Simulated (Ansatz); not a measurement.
ZnS (zinc blende, F-43m), DFT-LDA in the program Ansatz with PAW potentials: ε∞ = 6.18, cell volume 37.15 Å³. Infrared-active transverse modes:

```
ω_TO (cm⁻¹)  oscillator strength S_xx (e²/amu)
-----------  ---------------------------------
291.0                                   0.1684
```

Problem. Compute the static dielectric constant.

Solution. Each mode adds (4.921e7/V) S/ω²: 2.63. So ε0 = 8.82.

Problem. What LO frequency does the Lyddane–Sachs–Teller relation give?

Solution. ω_LO = ω_TO √(ε0/ε∞) = 348 cm⁻¹.

Symmetry was held in the LDA relaxation; phonons on a q-mesh show no instability.

Potentials: the later of the program's two PAW sets.
